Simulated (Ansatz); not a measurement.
BN:
```yaml
crystal:
  lattice:
    - [2.52270, 0.00000, 0.00000]
    - [-1.26135, 2.18473, 0.00000]
    - [0.00000, 0.00000, 4.17438]
  atoms:
    - { symbol: B, position: [0.66667, 0.33333, 0.99970] }
    - { symbol: B, position: [0.33333, 0.66667, 0.49970] }
    - { symbol: N, position: [0.66667, 0.33333, 0.62530] }
    - { symbol: N, position: [0.33333, 0.66667, 0.12530] }
```

Relaxed with LDA. Special points in fractions of this cell's reciprocal vectors: Γ (0.000, 0.000, 0.000); M (0.500, 0.000, 0.000); K (0.333, 0.333, 0.000); A (0.000, 0.000, 0.500); L (0.500, 0.000, 0.500); H (0.333, 0.333, 0.500).

Problem. List the band energies nearest the valence-band maximum at these points for DFT-LDA in the program Ansatz with PAW potentials.

Solution. In eV from the valence-band maximum; about four levels below and three above (degenerate sets whole), none deeper than 8.9 eV; points with the same levels are listed once.

```csv
k,below,above
Γ,-2.19 -2.19 -0.29 0.00 0.00,8.35 8.35 8.63
M,-7.05 -5.14 -4.60 -2.18,6.72 7.90 10.62
K,-7.27 -7.27 -5.64 -5.56 -5.56,4.92 13.68 13.68
A,-1.21 -1.21 -1.21 -1.21,9.70 9.70 9.95 9.95 9.95 9.95
L,-3.89 -3.89 -3.67 -3.67,6.59 6.59 10.15 10.15
H,-8.03 -8.03 -3.13 -3.13,9.50 9.50 10.08 10.08
```

Space group P6_3mc (wurtzite). The LDA relaxation kept the symmetry of its start.

Potentials: the earlier of the program's two PAW sets. The files were generated under PBE; for other functionals the program regenerates the frozen cores, and for LDA and PBEsol the local potential too.
